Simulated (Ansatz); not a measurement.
NiTe:
```
CELL_PARAMETERS angstrom
      3.30745     0.00000     0.00000
      0.00000     3.30745     0.00000
      0.00000     0.00000     3.30745
ATOMIC_POSITIONS crystal
  Ni 0.00000 0.00000 0.00000
  Te 0.50000 0.50000 0.50000
```

Relaxed with PBE. Special points in fractions of this cell's reciprocal vectors: Γ (0.000, 0.000, 0.000); X (0.000, 0.500, 0.000); M (0.500, 0.500, 0.000); R (0.500, 0.500, 0.500).

### Question
List the band energies nearest the Fermi level at these points for PBE in the plane-wave PAW code Ansatz.

### Answer
In eV from the Fermi level; about four levels below and three above (degenerate sets whole), none deeper than 8.9 eV; points with the same levels are listed once.

```json
[
 {"k": "Γ", "below": "-1.46 -1.46 -1.46 -0.87 -0.87 -0.87", "above": "2.26 5.66 5.66"},
 {"k": "X", "below": "-2.51 -2.51 -2.18 -1.44 -1.08", "above": "2.19 2.19 5.31"},
 {"k": "M", "below": "-1.78 -1.78 -1.15 -1.10 -0.07", "above": "1.98 8.62 8.62"},
 {"k": "R", "below": "-5.37 -5.37 -5.37 -1.09 -1.09", "above": "0.27 0.27 0.27"}
]
```

Space group Pm-3m (CsCl type). The start of the workflow was typed in or built on a structure type; neither database checked (COD, Materials Project) lists it. COD files the formula under space group No. 194, so this cell is another polymorph or a model. Whether it is the stable phase at ambient conditions was not checked. Symmetry was held in the PBE relaxation; whether a distortion lowers the energy is not shown. The workflow began spin-polarised and lost its moments. Its formation energy is positive at this level, so the cell may be metastable or incomplete. Spin–orbit coupling is left out wherever it is not named.

Potentials: the later of the program's two PAW sets.
